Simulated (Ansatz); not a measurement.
InGaN₂:
```
InGaN2
1.0
    3.35931     0.00000     0.00000
   -1.67965     2.90925     0.00000
    0.00000     0.00000     5.50462
In Ga N
1 1 2
Direct
  0.00000   0.00000   0.99763
  0.66667   0.33333   0.49549
  0.66667   0.33333   0.14619
  0.00000   0.00000   0.60230
```

Relaxed with r²SCAN.

Give the Bader charges and basin volumes of the independent atoms, the program Ansatz at the r²SCAN level (PAW).



```csv
atom,Bader charge (e),Bader volume (Å³)
In1,+1.56,14.5
Ga2,+1.62,10.2
N3,-1.59,14.0
N4,-1.59,15.2
```

Space group P3m1. The first step of the workflow began from a Materials Project structure, measured or hypothetical; the Crystallography Open Database copy checked does not list it. Its standing as an ambient phase is unchecked. Symmetry was held in the r²SCAN relaxation; whether a distortion lowers the energy is not shown.

Potentials: the later of the program's two PAW sets.
